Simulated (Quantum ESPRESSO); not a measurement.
One change at a time to Ag2NbSnTa2W2

Calculated results; nothing here was measured. They come from Quantum ESPRESSO 7.5, a public plane-wave density functional program. Each row is one single-point run on a made-up periodic cell of eight metal atoms, with elements, volume, strain and displacements drawn at random and not relaxed, so a cell may be unstable or far from any real phase. There is no spin polarisation or spin-orbit coupling.

Settings: PBE unless stated; PseudoDojo standard norm-conserving files; Fermi-Dirac width 0.25 eV, which means electrons at about 2900 K; cutoff 1143 eV; 8 x 5 x 3 k mesh shifted half a step off Gamma. E is the free energy of the whole cell (internal energy minus TS), so a -TS column is already part of it. Stress is positive in tension, and the pressure P is minus a third of its trace.

Checks: one run of this series was repeated at a higher cutoff and on a denser mesh, which moved values by no more than 0.006 eV, 0.03 GPa and 0.014 eV/Å, and a second program with other atomic files agreed on it to 2 % rms in force and 0.5 GPa in pressure. Known limits: the tin pseudopotential is less sure than most, with forces differing by about three percent from a second method on plain tin; heavy elements are run without spin-orbit coupling, which real alloys of them have; a spin test at this wide smearing found no moment, but such smearing suppresses magnetism that the real alloy may have.

The lattice is face-centred cubic, and the cell vectors in Å are (0.000, 2.041, 2.041); (-4.081, 2.041, -2.041); (-4.081, -6.122, 6.122), a volume of 135.93 Å³ in run 1. The elements on sites 1 to 8 are W Ag Nb W Ta Ag Sn Ta. Each later run makes one change to run 1 and keeps the rest. E is counted from run 1, and is n/a where other atomic files have another zero of energy.

```
run                           change  V (Å³)  P (GPa)  -TS (eV)  rms force (eV/Å)  largest change of a force component (eV/Å)  E (eV)
  1                             none  135.93    15.67    -1.388             0.974                                       0.000   0.000
  2          sites 1 and 5 exchanged  135.93    15.14    -1.306             0.840                                       0.722  -0.633
  3    all lengths scaled by -1.13 %  131.37    24.05    -1.343             1.121                                       0.430       ?
  4              LDA in place of PBE  135.93     2.83    -1.405             0.822                                       0.410     n/a
  5                     Mg on site 8  135.93    13.90    -1.246             0.894                                       0.821     n/a
  6  site 8 moved by -0.10 Å along x  135.93    15.94    -1.406             1.017                                       1.077   0.048
```

## Worked estimate

Along a uniform scaling dE = -P dV. The mean of the two pressures is 19.860 GPa and the volume changes by -4.56 Å³, with 160.2 GPa to one eV/Å³. The same two rows give -V dP/dV = 246 GPa for this cell with clamped atoms, which is not the bulk modulus of a real alloy.

## Withheld value

Question: what E should run 3 give?

The estimate is 0.565 eV. The calculation gave 0.562 eV. The mean of two end points misses the curvature of P, and the finite cutoff adds a little.
